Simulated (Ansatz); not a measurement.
Ru:
```xyz
1
Lattice="-1.5164 1.5164 1.5164 1.5164 -1.5164 1.5164 1.5164 1.5164 -1.5164" Properties=species:S:1:pos:R:3 pbc="T T T"
Ru     0.0000     0.0000     0.0000
```

Relaxed with r²SCAN. Special points in fractions of this cell's reciprocal vectors: Γ (0.000, 0.000, 0.000); H (0.500, -0.500, 0.500); N (0.000, 0.000, 0.500); P (0.250, 0.250, 0.250).

List the band energies nearest the Fermi level at these points for r²SCAN in the plane-wave PAW code Ansatz.

In eV from the Fermi level; about four levels below and three above (degenerate sets whole), none deeper than 8.9 eV; … stands for higher levels left out; points with the same levels are listed once.

```
k                    below   above
-  -----------------------  ------
Γ  -8.34 -2.98 -2.98 -2.98       …
H              -6.57 -6.57       …
N        -6.48 -4.81 -0.12  0.40 …
P        -4.01 -4.01 -4.01       …
```

Space group Im-3m (bcc (W type)). The start of the workflow was typed in or built on a structure type; neither database checked (COD, Materials Project) lists it. It is not the phase usual at ambient conditions (space group No. 194). The cell was relaxed with r²SCAN under the symmetry of its start. At this level the phase is mechanically unstable. No spin polarisation was allowed. Scalar-relativistic: spin–orbit coupling is off unless named, which matters more the heavier the elements.

Potentials: the earlier of the program's two PAW sets.
